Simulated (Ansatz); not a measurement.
Input:

Sn2Pt:
```xyz
3
Lattice="0.0000 3.2257 3.2257 3.2257 0.0000 3.2257 3.2257 3.2257 0.0000" Properties=species:S:1:pos:R:3 pbc="T T T"
Sn     4.8386     4.8386     4.8386
Sn     1.6129     1.6129     1.6129
Pt     0.0000     0.0000     0.0000
```

This is the PBEsol-relaxed structure.

Task: All from PBEsol in the plane-wave PAW code Ansatz, unless another level is named. Predict the highest zone-centre frequency.

Result: 145 cm^-1.

Task: What about the Poisson's ratio?

Result: 0.38.

Space group Fm-3m (fluorite or antifluorite type). The workflow started from a Materials Project entry (that database holds measured and hypothetical structures alike); the Crystallography Open Database files this formula in space group No. 225, but the cells were not matched. Whether it is the stable phase at ambient conditions was not checked. The PBEsol relaxation kept the symmetry of its start; of distortions, only those at the zone centre were tested. No spin polarisation was allowed. As this level gives no gap, phonon frequencies hold no LO–TO term and depend on the k-mesh and smearing (Fermi–Dirac, 0.1 eV here). Scalar-relativistic: spin–orbit coupling is off unless named, which matters more the heavier the elements.

Potentials: the later of the program's two PAW sets.
